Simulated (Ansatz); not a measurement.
**Notes on AsP**

```
CELL_PARAMETERS angstrom
1.87835 3.25339 0.00000
-1.87835 3.25339 0.00000
0.00000 -2.16893 3.37112
ATOMIC_POSITIONS crystal
As 0.00000 0.00000 0.00000
P 0.50000 0.50000 0.50000
```

Level: r2SCAN, no spin polarisation; 500 eV; 11×11×11 Γ-centred mesh; fermi-dirac occupations (width 0.1174 eV); Ansatz 0.2.0, fixed geometry.

Task: What is the formation energy?

Result: 0.39 eV an atom against the elements' usual phases (free molecules for gases, crystals otherwise, with no correction for O₂ or N₂), so at this geometry it isn't bound against them. Relaxing would lower it.

Task: What happens at the Fermi level?

Result: It is a metal, with about 0.56 states/eV a cell as the mean within 0.25 eV of the Fermi level, mostly P p (45 %) and As p (42 %).

Task: What does the stress say?

Result: The pressure is -11.4 GPa (compression positive), so with the atoms held at these fractions the cell would first shrink. The principal stresses -16.8, -8.7, -8.7 GPa differ, so its shape would change too.

Task: Which element gives electrons and which takes them?

Result: Bader charges in e: As +0.22, P -0.22. In the mean As gives up most and P takes most.

Task: What do density and ELF say about some of the short contacts?

Result: As–P at 2.75 Å: least valence density 0.32 e/Å³ and ELF 0.62 there. These are pseudo-fields; inside the PAW spheres they differ from the all-electron ones.

Origin: a known structure type with other elements, at an estimated volume, so it need not be a known compound.
